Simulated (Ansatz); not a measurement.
Start of a relaxation of FePt4:

```yaml
crystal:
  lattice:
    - [2.78838, 0.00000, 0.00000]
    - [-1.39419, 2.41480, 0.00000]
    - [0.00000, 0.00000, 22.49548]
  atoms:
    - { symbol: Fe, position: [0.33333, 0.66667, 0.25000] }
    - { symbol: Fe, position: [0.66667, 0.33333, 0.75000] }
    - { symbol: Pt, position: [0.33333, 0.66667, 0.05000] }
    - { symbol: Pt, position: [0.33333, 0.66667, 0.45000] }
    - { symbol: Pt, position: [0.33333, 0.66667, 0.65000] }
    - { symbol: Pt, position: [0.33333, 0.66667, 0.85000] }
    - { symbol: Pt, position: [0.66667, 0.33333, 0.15000] }
    - { symbol: Pt, position: [0.66667, 0.33333, 0.35000] }
    - { symbol: Pt, position: [0.66667, 0.33333, 0.55000] }
    - { symbol: Pt, position: [0.66667, 0.33333, 0.95000] }
```

All numbers below come from DFT PBE, scalar-relativistic, plane waves, PAW in Ansatz 0.2.0. Cutoff 420 eV, Gaussian smearing, Γ-centred meshes. Cell and atoms relax first on a coarse mesh and then on a finer one. In between, the cell is made exact in the group found at 0.06 Å. In metals the finer mesh still leaves noise of several meV/atom or more. The steps can't lower the symmetry of their start, moments included. Collinear spin, starting moments 4 -4 0 0 0 0 0 0 0 0 μB in the order of the atoms.

A guess keeps its type if space group and coordination stay and the shape of the cell changes little (axis ratios within about 15 %, angles within 6°); the volume may change.

Question: Will the relaxed cell still be of the starting type?

Answer: It keeps its type. The symmetry stays P6_3/mmc (No. 194). The volume per atom stays near 15.1 Å³. The shortest distance goes from 2.77 Å (Fe–Pt and Pt–Pt) to 2.64 Å (Fe–Pt). The ratio c/a of the conventional cell changes by a factor of 1.04. Counting neighbours within 15 % of an atom's shortest distance, the start has Fe 12, Pt 12 and the end Fe 12, Pt 12.

Energies over the elements count from the elements' standard structures at the same level, with no fitted energy shifts.

Question: At what energy does it end?

Answer: −0.07 eV/atom. A negative formation energy is needed for stability but isn't enough: competing phases decide.

The last run used collinear spin, an 18×18×2 mesh (in the run's order of axes) for its 10-atom cell and Gaussian smearing of 0.10 eV. Spin–orbit coupling, which can matter for Pt, is left out. The magnetic state reached may not be the lowest. A structure relaxed within its symmetry needn't be a true minimum.
